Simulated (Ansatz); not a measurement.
Sc:
```
CELL_PARAMETERS angstrom
      0.00000     2.32437     2.32437
      2.32437     0.00000     2.32437
      2.32437     2.32437     0.00000
ATOMIC_POSITIONS crystal
  Sc 0.00000 0.00000 0.00000
```

Relaxed with r²SCAN. Special points in fractions of this cell's reciprocal vectors: Γ (0.000, 0.000, 0.000); X (0.500, 0.000, 0.500); U (0.625, 0.250, 0.625); K (0.375, 0.375, 0.750); L (0.500, 0.500, 0.500); W (0.500, 0.250, 0.750).

Task: List the band energies nearest the Fermi level at these points for the program Ansatz at the r²SCAN level (PAW).

Result: In eV from the Fermi level; about four levels below and three above (degenerate sets whole), none deeper than 8.9 eV; points with the same levels are listed once.

```json
[
 {"k": "Γ", "below": "-5.52", "above": "1.77 1.77 1.77"},
 {"k": "X", "below": "-1.53 -0.55", "above": "1.80 4.07 4.27 4.27"},
 {"k": "U", "below": "-0.81 -0.38", "above": "0.84 3.16 3.93"},
 {"k": "L", "below": "-1.80", "above": "0.02 1.65 1.65"},
 {"k": "W", "below": "-0.66", "above": "0.22 0.22 2.68"}
]
```

Space group Fm-3m (fcc (Cu type)). A made-up cell: these elements were put on the sites of a structure type; the Crystallography Open Database files this formula in space group No. 225, but the cells were not matched. It is not the phase usual at ambient conditions (space group No. 194). The r²SCAN relaxation kept the symmetry of its start; its stability against distortions is not shown here. No spin polarisation was allowed.

Potentials: the later of the program's two PAW sets.
